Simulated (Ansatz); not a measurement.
GaP (rock salt, Fm-3m) at seven volumes, the program Ansatz at the PBEsol level (PAW), scaled uniformly. One row is withheld.

```
V (Å³/atom)  P (GPa)
-----------  -------
14.975         11.70
15.468             ?
15.962          3.27
16.456          0.00
16.949         -2.76
17.443         -5.09
17.937         -7.05
```

**Question.** Fit the shown pressures and predict the withheld one.

**Answer.** P = (3/2)B₀(x^(7/2) − x^(5/2))[1 + (3/4)(B′ − 4)(x − 1)] with x = (V₀/V)^(2/3). Least squares on the six rows gives V₀ = 16.456 Å³/atom, B₀ = 99.8 GPa, B′ = 4.61. At V = 15.468, x = 1.0421 and P = 7.13 GPa. The run itself gave 7.13 GPa.

The start of the workflow was typed in or built on a structure type; neither database checked (COD, Materials Project) lists it. It is not the phase usual at ambient conditions (space group No. 216). Symmetry was held in the PBEsol relaxation; of distortions, only those at the zone centre were tested. Scalar-relativistic: spin–orbit coupling is off unless named, which matters more the heavier the elements.

Potentials: the later of the program's two PAW sets.
